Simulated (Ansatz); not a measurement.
Data:

Relaxed Ir (fcc, Cu type):

```xyz
4
Lattice="3.8303 0.0000 0.0000 0.0000 3.8303 0.0000 0.0000 0.0000 3.8303" Properties=species:S:1:pos:R:3 pbc="T T T"
Ir     0.0000     0.0000     0.0000
Ir     1.9151     1.9151     0.0000
Ir     1.9151     0.0000     1.9151
Ir     0.0000     1.9151     1.9151
```

In each cell atom 3 (Ir, nearest neighbour Ir at 2.708 Å; its periodic images, 3.8 Å or more away, move with it) moves by s·(0.707, 0.707, 0.000) (along Cartesian [110]), the rest being held.

These are PBEsol (plane waves to 420 eV, PAW, scalar-relativistic; Ansatz, a first-principles code) values and carry that method's errors. k mesh 10×10×10 (Γ-centred), Fermi-Dirac smearing 0.05 eV. E stands for the smeared free energy. Left out: 4 of 11 points, with atoms too close for the PAW data. With partly filled bands, energies and forces of such displacements shift with the k mesh and the smearing. Ir is run without spin polarisation. Ir was relaxed with its symmetry unable to fall. Spin-orbit coupling is left out, though Ir is heavy. The PAW data are Ansatz's earlier set. The zero of ΔE is the undisplaced structure.

The scan covers s from -0.486 to 0.486 Å in 7 points.

Is the energy the same for equal positive and negative displacements?

Even: the same for both signs. With its periodic images moving along, the atom's site symmetry in this cell is m-3m.

What force acts on the atom along the line at s = -0.486 Å?

11.3 eV/Å.

What is the energy change at s = 0.486 Å?

2246 meV/cell.

What is the force constant k = d²E/ds² of this move at s = 0?

14.6 eV/Å².

(A displaced cell: forces are minus the slopes of the energy, force constants its curvatures, and phonons follow from these.)
